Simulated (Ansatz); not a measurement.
Values for one crystal, relaxed and computed with r²SCAN in the plane-wave PAW code Ansatz; other levels are named.

| Quantity | Value |
|---|---|
| Volume per atom | 14.85 Å³ |
| Electronic character | metallic (no gap) |
| Density of states at the Fermi level | 0.31 states/eV per atom (mean over ±0.08 eV) |
| Zone-centre stability | no imaginary mode at Γ |
| Highest zone-centre frequency | 214 cm⁻¹ |
| Pressure derivative B′ | 5.6 |
| Formation energy from the elements (no fitted shifts) | 0.027 eV/atom |

Which of these materials gives this?
A. CuAu, R-3m (Cu on 3b, Au on 3a)
B. AlAu, CsCl type
C. ZnCu, CsCl type
D. YCo, R-3m (Y on 6c, Co on 6c)

A, CuAu, R-3m (Cu on 3b, Au on 3a)

The first step of the workflow began from a Materials Project structure, measured or hypothetical; the Crystallography Open Database copy checked does not list it. It is not the phase usual at ambient conditions (space group No. 123). The cell was relaxed with r²SCAN under the symmetry of its start. The run is not spin-polarised. As this level gives no gap, phonon frequencies hold no LO–TO term and depend on the k-mesh and smearing (Fermi–Dirac, 0.1 eV here). The references are the lowest solids computed at this level, not always the standard phases. Spin–orbit coupling is left out wherever it is not named.

Potentials: the later of the program's two PAW sets.
